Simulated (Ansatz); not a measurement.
Si:
```
CELL_PARAMETERS angstrom
      5.29368     0.00000     0.00000
      0.00000     5.29368     0.00000
      0.00000     0.00000     5.29368
ATOMIC_POSITIONS crystal
  Si 0.23550 0.23550 0.23550
  Si 0.00000 0.50000 0.50000
  Si 0.23550 0.76450 0.76450
  Si 0.50000 0.00000 0.50000
  Si 0.76450 0.23550 0.76450
  Si 0.50000 0.50000 0.00000
  Si 0.76450 0.76450 0.23550
```

Relaxed with PBE. Special points in fractions of this cell's reciprocal vectors: Γ (0.000, 0.000, 0.000); X (0.000, 0.500, 0.000); M (0.500, 0.500, 0.000); R (0.500, 0.500, 0.500).

Problem. List the band energies nearest the Fermi level at these points for PBE (plane waves, PAW; program Ansatz).

Solution. In eV from the Fermi level; about four levels below and three above (degenerate sets whole), none deeper than 8.9 eV; points with the same levels are listed once.

```
k                                below                     above
-  -----------------------------------  ------------------------
Γ  -2.89 -2.89 -2.89 -1.46 -1.46 -1.46  0.86 0.86 1.07 1.07 1.07
X              -1.66 -1.60 -1.60 -1.41            0.06 0.06 1.76
M              -2.14 -2.09 -1.22 -0.90       0.83 0.83 2.82 2.82
R        -1.12 -1.12 -1.12 -0.72 -0.72            1.45 1.45 1.45
```

Space group P-43m. The start of the workflow was typed in or built on a structure type; neither database checked (COD, Materials Project) lists it. It is not the phase usual at ambient conditions (space group No. 227). The PBE relaxation kept the symmetry of its start; its stability against distortions is not shown here.

Potentials: the later of the program's two PAW sets.
